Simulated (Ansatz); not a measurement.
Nb:
```
Nb
1.0
   -1.65118     1.65118     1.65118
    1.65118    -1.65118     1.65118
    1.65118     1.65118    -1.65118
Nb
1
Cartesian
  0.00000   0.00000   0.00000
```

Relaxed with r²SCAN.

**Question.** Map the electron localisation function on the plane through (0.000, 0.000, 0.000) spanned by u = [1, 1, 0] and v = [1, -1, 0] in lattice vectors, from the program Ansatz at the r²SCAN level (PAW).

**Answer.** x is the fraction of u, y of v (the angle between them is 90°; rows are the nearest grid lines); atoms in the plane: Nb at (0.00, 0.00), Nb at (0.50, 0.50).
```
| :#@#: .==. :#@#: |
|:+%@*: :==: :*@%+:|
|%@@@+..-++-..+@@@%|
|@@@#-.:=++=:.-#@@@|
|##+-::-====-::-+##|
|-::::::::::::::::-|
|:::::::.::.:::::::|
|---:::-=++=-:::---|
|++-::-*%@@%*-::-++|
|+=:.:*@@@@@@*:.:=+|
|+-..=%@%**%@%=..-+|
|=-..=%@+..+@%=..-=|
|=-..=%@+..+@%=..-=|
|+-..=%@%**%@%=..-+|
|+=:.:*@@@@@@*:.:=+|
|++-::-*%@@%*-::-++|
|---:::-=++=-:::---|
|:::::::.::.:::::::|
|-::::::::::::::::-|
|##+-::-====-::-+##|
|@@@#-.:=++=:.-#@@@|
|%@@@+..-++-..+@@@%|
|:+%@*: :==: :*@%+:|
| :#@#: .==. :#@#: |
```
Scale: ten equal steps from 0.075 (start of ' ') to 0.765 (end of '@'), in the order ' .:-=+*#%@'; x runs from 0.000 to 1.00, y from 0.000 (bottom) to 1.00 (top).

The density is the valence pseudo-density with augmentation charge, so density and ELF within about 1 Å of a nucleus are not all-electron values.

Space group Im-3m (bcc (W type)). The r²SCAN relaxation kept the symmetry of its start. No spin polarisation was allowed.

Potentials: the earlier of the program's two PAW sets.
